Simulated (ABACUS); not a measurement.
ABACUS run on Hf2Si (I4/mcm, 6 atoms in the cell; from Materials Project mp-9938, changed as shown): self-consistent single point.

Computed with PBEsol, PseudoDojo 0.4 standard norm-conserving PBEsol (tails mended) pseudopotentials (plane waves; ABACUS).

The change in words: volume scaled by 1.01. Reference geometry (I4/mcm):
```yaml
crystal:
  lattice:
    - [-3.27535, 3.27535, 2.58283]
    - [3.27535, -3.27535, 2.58283]
    - [3.27535, 3.27535, -2.58283]
  atoms:
    - { symbol: Hf, position: [0.84351, 0.65649, 0.50000] }
    - { symbol: Hf, position: [0.15649, 0.34351, 0.50000] }
    - { symbol: Hf, position: [0.65649, 0.15649, 0.81298] }
    - { symbol: Hf, position: [0.34351, 0.84351, 0.18702] }
    - { symbol: Si, position: [0.75000, 0.75000, 0.00000] }
    - { symbol: Si, position: [0.25000, 0.25000, 0.00000] }
```

Reference input (self-consistent single point, DFT, PBEsol, plane waves, PseudoDojo 0.4 standard norm-conserving PBEsol (tails mended) pseudopotentials): KPT = Gamma 5 5 5 0 0 0; basis_type = pw; ecutwfc = 58 Ry; smearing_method = mv; smearing_sigma = 0.0199916 Ry; potentials = PseudoDojo 0.4 standard norm-conserving PBEsol (tails mended); symmetry = 1; symmetry_prec = 1e-05; ks_solver = cg; scf_nmax = 100; scf_thr = 1.0e-09 Ry; mixing_type = broyden. This run's input differs from it in these lines:

```diff
@@ -26,5 +26,5 @@
 LATTICE_VECTORS
-  -6.1895144623    6.1895144623    4.8808318778
-   6.1895144623   -6.1895144623    4.8808318778
-   6.1895144623    6.1895144623   -4.8808318778
+  -6.2100765723    6.2100765723    4.8970457280
+   6.2100765723   -6.2100765723    4.8970457280
+   6.2100765723    6.2100765723   -4.8970457280
 
@@ -36,6 +36,6 @@
 4
-   1.9371942364    4.2523202259    4.8808318778
-   4.2523202259    1.9371942364    0.0000000000
-   1.9371942364    8.1267086987   -0.0000000000
-   4.2523202259   -1.9371942364    4.8808318778
+   1.9436297656    4.2664468067    4.8970457280
+   4.2664468067    1.9436297656    0.0000000000
+   1.9436297656    8.1537063378    0.0000000000
+   4.2664468067   -1.9436297656    4.8970457280
 
@@ -44,4 +44,4 @@
 2
-  -0.0000000000    0.0000000000    7.3212478168
-   0.0000000000    0.0000000000    2.4404159389
+   0.0000000000   -0.0000000000    7.3455685920
+   0.0000000000    0.0000000000    2.4485228640
 # file: KPT
```

The program printed (abridged):

```
 SELF-CONSISTENT
 -------------------------------------------
                                 init_chg = atomic

 PW ALGORITHM --------------- ION=   1  ELEC=   1--------------------------------
 Notice: Threshold on eigenvalues was too large.

 Density error is 0.14076440002
                          Error Threshold = 0.000183903476025
 E_KohnSham     -468.2894915777      -6371.4053989801
 E_Fermi        1.0290850259         14.0014200790

 PW ALGORITHM --------------- ION=   1  ELEC=   2--------------------------------

 Density error is 0.0247663251412
                          Error Threshold = 0.000251365000036
   [... lines left out ...]

 Density error is 1.36041583979e-08
                          Error Threshold = 8.61366076912e-11
 E_KohnSham     -468.3237521132      -6371.8715374788
 E_Fermi        1.0136163864         13.7909584413

 PW ALGORITHM --------------- ION=   1  ELEC=   8--------------------------------

 Density error is 8.57840974844e-11
                          Error Threshold = 2.42931399962e-11
 E_KohnSham     -468.3237521162      -6371.8715375194
 E_KS(sigma->0) -468.3251959804      -6371.8911822998
 E_entropy(-TS) 0.0028877284         0.0392895606
 E_Fermi        1.0136144144         13.7909316107
 charge density convergence is achieved
 final etot is -6371.8715375 eV
 EFERMI = 13.790931611 eV

 STATE ENERGY(eV) AND OCCUPATIONS    NSPIN == 1
   [... 35 lines left out ...]

 TOTAL-FORCE (eV/Angstrom)
                       Hf1        -0.0045232022         0.0045232022         0.0000000000
                       Hf2         0.0045232022        -0.0045232022         0.0000000000
                       Hf3        -0.0045232022        -0.0045232022         0.0000000000
                       Hf4         0.0045232022         0.0045232022         0.0000000000
                       Si1         0.0000000000         0.0000000000         0.0000000000
                       Si2         0.0000000000         0.0000000000         0.0000000000

 TOTAL-STRESS (KBAR)
       -33.3280719297        -0.0000000000         0.0000000000
        -0.0000000000       -33.3280719297        -0.0000000000
        -0.0000000000        -0.0000000000       -40.3422547744
 TOTAL-PRESSURE: -35.666133 KBAR

 --------------------------------------------
 !FINAL_ETOT_IS -6371.8715375194497028 eV
 --------------------------------------------
```

The run converged in 8 iterations. Against the reference run the free energy goes up by 3.3 meV/atom, the pressure goes from -2.19 to -3.57 GPa and the largest force moves little (0.009 to 0.006 eV/Å).

The structure comes from a collection of computed structures, made at another level of theory; the collection holds predicted forms beside known ones. No clean gap shows at this smearing width and mesh (spacing up to 0.31 Å⁻¹); the mesh is coarse for partly filled bands, so the values carry mesh errors.

Cost on one core: roughly 4 core-minutes.

“Tails mended”: in these copies of the files the far tail of each local potential was reset to the Coulomb form.
